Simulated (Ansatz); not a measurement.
Consider the following.

ZnHg4Te5:
```
ZnHg4Te5
1.0
    2.29016     1.32222    18.75142
   -2.29016     1.32222    18.75142
    0.00000    -2.64445    18.75142
Zn Hg Te
1 4 5
Cartesian
  0.00000   0.00000  33.73995
  0.00000   0.00000  56.14177
  0.00000   0.00000  22.47175
  0.00000   0.00000  45.06106
  0.00000   0.00000  11.40249
  0.00000   0.00000   2.71414
  0.00000   0.00000  25.30214
  0.00000   0.00000  47.89145
  0.00000   0.00000  14.24374
  0.00000   0.00000  36.38890
```

This is the r²SCAN-relaxed structure.

Problem. All from r²SCAN (plane waves, PAW; program Ansatz), unless another level is named. Estimate the electronic character.

Solution. no gap, with almost no states at the Fermi level (zero-gap or semimetallic).

Problem. And the formation energy from the elements (no fitted shifts)?

Solution. -0.26 eV/atom.

Space group R3m. The workflow started from a Materials Project entry (that database holds measured and hypothetical structures alike); the Crystallography Open Database copy checked does not list it. Whether it is the stable phase at ambient conditions was not checked. The r²SCAN relaxation kept the symmetry of its start; whether a distortion lowers the energy is not shown. The references are the lowest solids computed at this level, not always the standard phases. Scalar-relativistic: spin–orbit coupling is off unless named, which matters more the heavier the elements.

Potentials: the later of the program's two PAW sets.
